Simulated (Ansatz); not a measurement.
Relaxed TaN (rock salt):

```xyz
4
Lattice="0.0000 4.3756 4.3756 2.1878 0.0000 2.1878 2.1878 2.1878 0.0000" Properties=species:S:1:pos:R:3 pbc="T T T"
N      0.0000     0.0000     0.0000
N      0.0000     2.1878     2.1878
Ta     2.1878     2.1878     2.1878
Ta     2.1878     4.3756     4.3756
```

Scan: atom 1 (N, nearest neighbour Ta at 2.188 Å; its periodic images, 3.1 Å or more away, move with it) is displaced along Cartesian x, direction (1.000, 0.000, 0.000) in Cartesian axes, by s. The other atoms stay.

All values below come from PBEsol (plane waves to 420 eV, PAW, scalar-relativistic; Ansatz, a program for electronic structure). k mesh 15×15×15 (Γ-centred), Fermi-Dirac smearing 0.05 eV. Energies are smeared free energies. With partly filled bands, energies and forces of such displacements shift with the k mesh and the smearing. Spin-orbit coupling is left out, though Ta is heavy. TaN is run without spin polarisation. TaN was relaxed with its symmetry unable to fall. This is a high-temperature form of TaN. The zero of ΔE is the undisplaced structure.

Successive frames, forces in eV/Å:

```
frame        ΔE (meV/cell)                   F on N1                F on N2               F on Ta3                 F on Ta4
-----------  -------------  ------------------------  ---------------------  ---------------------  -----------------------
s = 0.220 Å            324  (-3.133, -0.116, -0.116)  (0.903, 0.107, 0.107)  (0.303, 0.024, 0.024)  (1.927, -0.015, -0.015)
s = 0.176 Å            203  (-2.401, -0.096, -0.096)  (0.737, 0.094, 0.094)  (0.315, 0.019, 0.019)  (1.349, -0.017, -0.017)
s = 0.132 Å            112  (-1.739, -0.075, -0.075)  (0.562, 0.077, 0.077)  (0.298, 0.011, 0.011)  (0.879, -0.013, -0.013)
s = 0.088 Å             49  (-1.128, -0.051, -0.051)  (0.380, 0.055, 0.055)  (0.246, 0.004, 0.004)  (0.502, -0.007, -0.007)
```

What are the energy and the forces in the next frame, s = 0.044 Å?

ΔE (meV/cell) = 12.

| atom | Fx | Fy | Fz |
|---|---|---|---|
| N1 | -0.553 | -0.026 | -0.026 |
| N2 | 0.191 | 0.029 | 0.029 |
| Ta3 | 0.149 | 0.000 | 0.000 |
| Ta4 | 0.213 | -0.003 | -0.003 |

(A displaced cell: forces are minus the slopes of the energy, force constants its curvatures, and phonons follow from these.)
